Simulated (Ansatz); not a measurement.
# Is this Al4Cu structure a true minimum?

The structure comes from a generated guess, relaxed at this level; another structure or a mixture of phases may lie lower.

Theory: Ansatz 0.2.0, DFT PBE, scalar-relativistic, plane waves, PAW. Cutoff 420 eV; k points 18×18×18 on the computed 5-atom cell (Γ-centred); Gaussian smearing, width 0.10 eV; no spin polarisation.

The cell below (5 atoms, space group I4/mmm (No. 139)) is relaxed within its symmetry.

```
CELL_PARAMETERS angstrom
-1.41658 1.41658 9.55633
1.41658 -1.41658 9.55633
1.41658 1.41658 -9.55633
ATOMIC_POSITIONS crystal
Al 0.58803 0.58803 0.00000
Al 0.19607 0.19607 0.00000
Al 0.80393 0.80393 0.00000
Al 0.41197 0.41197 0.00000
Cu 0.00000 0.00000 0.00000
```

For the test a repeat of it with 10 atoms (edges 4.01, 4.01, 9.76 Å) was strained at random (σ = 1.5 % a component), the atoms were moved at random (σ = 0.15 Å), and all was relaxed again on a coarse 6×6×6 mesh (in the run’s order of axes) with 0.20 eV smearing, with no symmetry imposed.

Task: Is the structure stable against such a distortion?

Result: It returns, within 2 meV/atom of the unmoved cell on that mesh and with the same symmetry when read at 0.1 Å. So it is stable against the distortions that fit this cell and that this random move excites. Modes that don't fit the cell aren't tested.
